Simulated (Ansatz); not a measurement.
Cd, DFT, PBEsol, all-electron PAW with datasets made for the crystal, scalar-relativistic (Ansatz 0.2.0), run on 1 thread of Arm Neoverse V2 on a shared host.

The cell is COD entry 9008490, as deposited and not checked against the literature; nothing was relaxed. The listed cell was then made from it by scaling, straining or moving an atom.

Command: `ansatz run input.yaml --threads 1 --pin off --max-ram 3072MiB --backend cpu --events-out ev --progress --plain --runs-dir out`

```yaml
crystal:
  lattice:
    - [3.0180726944, 0.0, 0.0]
    - [-1.5090363471, 2.6137276237, 0.0]
    - [0.0, 0.0, 5.6915749249]
  atoms:
    - { symbol: Cd, position: [0.3333333333, 0.6666666667, 0.25] }
    - { symbol: Cd, position: [0.6666666667, 0.3333333333, 0.75] }
kpoints:
  mp_grid: { grid: [16, 16, 7] }
scf:
  occupations: { method: fermi_dirac, width: 0.05 }
hamiltonian:
  xc: pbesol
  pseudopotentials: { kind: all_electron, datasets: crystal }
output:
  forces: true
  stress: true
  eigenvalues: true
  efg: { contact_densities: true }
```

(1) How large is the problem that the program sets up?

(2) About how long does it take, and how much memory does it use?

(3) And the same cell and mesh by PAW with the default files, asked for forces, stress, eigenvalues, efg, on the same hardware?

Answers

(1) 120 irreducible k-points, 411 plane waves at Γ, 17 bands.

(2) 12 s of wall time for 8 SCF iterations, with a peak of 0.44 GiB. Times on shared machines scatter by tens of per cent.

(3) 6.3 s, peak memory 0.39 GiB.
